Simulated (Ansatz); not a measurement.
GeMo:
```
CELL_PARAMETERS angstrom
      3.10622     0.00000     0.00000
      0.00000     3.10622     0.00000
      0.00000     0.00000     3.10622
ATOMIC_POSITIONS crystal
  Mo 0.00000 0.00000 0.00000
  Ge 0.50000 0.50000 0.50000
```

Relaxed with r²SCAN. Special points in fractions of this cell's reciprocal vectors: Γ (0.000, 0.000, 0.000); X (0.000, 0.500, 0.000); M (0.500, 0.500, 0.000); R (0.500, 0.500, 0.500).

Question: List the band energies nearest the Fermi level at these points for r²SCAN (plane waves, PAW; program Ansatz).

Answer: In eV from the Fermi level; about four levels below and three above (degenerate sets whole), none deeper than 8.9 eV; points with the same levels are listed once.

```csv
k,below,above
Γ,-3.30 -3.30,1.28 1.28 1.28
X,-7.30 -2.51 -1.86 -1.86,1.49 3.09 7.51
M,-3.60 -3.60 -2.74 -0.33 -0.33,2.85 3.67 5.65
R,-5.94 -5.94 -5.94 -5.14,2.97 2.97 4.45 4.45 4.45
```

Space group Pm-3m (CsCl type). The cell is a constructed one: a structure type filled with these elements; neither database checked (COD, Materials Project) lists it. Its standing as an ambient phase is unchecked. The cell was relaxed with r²SCAN under the symmetry of its start; whether a distortion lowers the energy is not shown. The run is not spin-polarised. Scalar-relativistic: spin–orbit coupling is off unless named, which matters more the heavier the elements.

Potentials: the earlier of the program's two PAW sets.
